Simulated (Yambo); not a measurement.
A G0W0@PBE run in Yambo for a free-standing HfS2 monolayer (symmetry P-3m1, slab cell 15.9 Å high) (6×6×1 Γ-centred k mesh, bands 2 to 119 and a 6 Ry block in the screening, 119 bands in G with the Bruneval-Gonze terminator, plasmon pole fitted at 27.2 eV, slab-truncated Coulomb interaction, stochastic integration of W near q = 0) gives these matrix elements, in eV, at the band edges (Γ → M):

```tsv
state	E0	<Vxc>	<Σx>	<Σc(E0)>	Z
valence edge	0.000	-13.626	-16.019	1.480	0.755
conduction edge	1.252	-12.387	-7.947	-3.361	0.770
```

**Question.** Solve the linearised quasiparticle equation for both states, give the gap, and say how exchange and correlation each act on it.

**Answer.** E = E0 + Z(Σx + Σc − Vxc). Valence: 0.000 + 0.755 × (-16.019 + (1.480) − (-13.626)) = -0.69 eV. Conduction: 1.252 + 0.770 × (-7.947 + (-3.361) − (-12.387)) = 2.08 eV. The gap is 2.77 eV, against 1.25 eV in PBE. Replacing Vxc by bare exchange alone would open it by 6.83 eV; correlation takes back 4.84 eV of that, and Z scales what is left. Convergence of the G0W0 settings was not tested. Without spin-orbit coupling, band edges of such heavy elements can be off by tenths of an eV.

Geometry relaxed with PBE+D3(BJ); primitive cell a = b = 3.621 Å, c = 15.900 Å, α = β = 90.00°, γ = 120.00°.
